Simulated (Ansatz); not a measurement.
Here is the system:

SiGe:
```yaml
crystal:
  lattice:
    - [3.87016, 0.00000, 0.00000]
    - [-1.93508, 3.35165, 0.00000]
    - [0.00000, 0.00000, 6.39399]
  atoms:
    - { symbol: Si, position: [0.66667, 0.33333, 0.87452] }
    - { symbol: Si, position: [0.33333, 0.66667, 0.37452] }
    - { symbol: Ge, position: [0.66667, 0.33333, 0.50048] }
    - { symbol: Ge, position: [0.33333, 0.66667, 0.00048] }
```

This is the LDA-relaxed structure. Cartesian axes are those of the cell as given.

Task: All from LDA in the plane-wave PAW code Ansatz, unless another level is named. Estimate the Hill bulk and shear moduli.

Result: 85.0 and 59.3 GPa.

Task: Give the elastic constants (relaxed ions, GPa).

Result: C11 = 174, C12 = 47.7, C13 = 30.3, C33 = 200, C44 = 46.7.

Space group P6_3mc (wurtzite). The workflow started from a Materials Project entry (that database holds measured and hypothetical structures alike); the Crystallography Open Database copy checked does not list it. Whether it is the stable phase at ambient conditions was not checked. Symmetry was held in the LDA relaxation; whether a distortion lowers the energy is not shown.

Potentials: the earlier of the program's two PAW sets. The files were generated under PBE; for other functionals the program regenerates the frozen cores, and for LDA and PBEsol the local potential too.
